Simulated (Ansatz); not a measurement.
Here is the system:

Starting cell, TiO$_{2}$ (rutile):

```
TiO2
1.0
    4.59117     0.00000     0.00000
    0.00000     4.59117     0.00000
    0.00000     0.00000     2.93906
Ti O
2 4
Direct
  0.00000   0.00000   0.00000
  0.50000   0.50000   0.50000
  0.30444   0.30444   0.00000
  0.80444   0.19556   0.50000
  0.19556   0.80444   0.50000
  0.69556   0.69556   0.00000
```

In this cell atom 1 (Ti, nearest neighbour O at 1.942 Å; its periodic images, 2.9 Å or more away, move with it) is moved by s along Cartesian [110], unit vector (0.707, 0.707, 0.000); all other atoms and the cell stay fixed.

Level of theory: PBEsol (plane waves to 420 eV, PAW, scalar-relativistic; Ansatz, a quantum-chemistry and plane-wave program). k mesh 6×6×9 (Γ-centred), Fermi-Dirac smearing 0.05 eV. Energies are smeared free energies. Left out: 4 of 11 points, with atoms too close for the PAW data. TiO2 is run without spin polarisation. TiO2 was relaxed with its symmetry unable to fall. ΔE is measured from the undisplaced structure.

The scan covers s from -0.234 to 0.234 Å in 7 points.

Q: Is this a single well or a double well?

A: A single well with its minimum at or next to zero displacement.

Q: Is the energy the same for equal positive and negative displacements?

A: Even: the same for both signs. With its periodic images moving along, the atom's site symmetry in this cell is mmm.

Q: What is the energy change at s = 0.234 Å?

A: 382 meV/cell.

Q: What force acts on the atom along the line at s = -0.234 Å?

A: 3.99 eV/Å.

Q: What is the force constant k = d²E/ds² of this move at s = 0?

A: 10.8 eV/Å².

(A displaced cell: forces are minus the slopes of the energy, force constants its curvatures, and phonons follow from these.)
